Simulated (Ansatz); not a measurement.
Relaxed Rh (fcc, Cu type):

```
Rh
1.0
    0.00000     3.83006     3.83006
    1.91503     1.91503     3.83006
    1.91503     1.91503     0.00000
Rh
2
Direct
  0.00000   0.00000   0.00000
  0.50000   0.00000   0.00000
```

The atoms are displaced by Q × the pattern below (from a DFPT mode at X = (0.5, 0.5, 0.0), largest move 1; Q in Å), at fixed cell. (q is in reciprocal vectors of the primitive cell; the cell shown is doubled to hold the pattern.)

```
atom      x      y       z
----  -----  -----  ------
Rh1   0.000  0.000  -1.000
Rh2   0.000  0.000   1.000
```

All values below come from PBE (plane waves to 420 eV, PAW, scalar-relativistic; Ansatz, a first-principles code). k mesh 21×21×21 (Γ-centred), Fermi-Dirac smearing 0.05 eV. The energy includes the smearing's −TS. Compression counts positive. With partly filled bands, energies and forces of such displacements shift with the k mesh and the smearing. Rh is run without spin polarisation. Rh was relaxed with its symmetry unable to fall. ΔE is measured from the undisplaced structure.

```
Q (Å)   ΔE (eV/cell)  P (GPa)  −dE/dQ from forces (eV/Å)
------  ------------  -------  -------------------------
-0.100         0.193      5.4                      3.969
-0.083         0.133      3.8                      3.258
-0.067         0.085      2.4                      2.576
-0.050         0.047      1.4                      1.911
-0.033         0.021      0.6                      1.261
-0.017         0.005      0.2                      0.626
0.000          0.000      0.0                      0.000
0.017          0.005      0.2                     -0.626
0.033          0.021      0.6                     -1.261
0.050          0.047      1.4                     -1.911
0.067          0.085      2.4                     -2.576
0.083          0.133      3.8                     -3.258
0.100          0.193      5.4                     -3.969
```

Key numbers:

| Item | Value |
|---|---|
| Energy at Q = 0.100 Å | 193 meV/cell |
| Space group of the distorted cell | P4/nmm (No. 129), lowered from Fm-3m |
| Symmetry of the curve | even: the same for both signs |
| Shape of the curve | a single well with its minimum at or next to zero displacement |
| Harmonic wavenumber from the curvature (finite differences) | 222 cm⁻¹ |

(For displaced atoms, the force is minus the slope of the energy, and its curvature is a force constant, which sets phonon frequencies.)
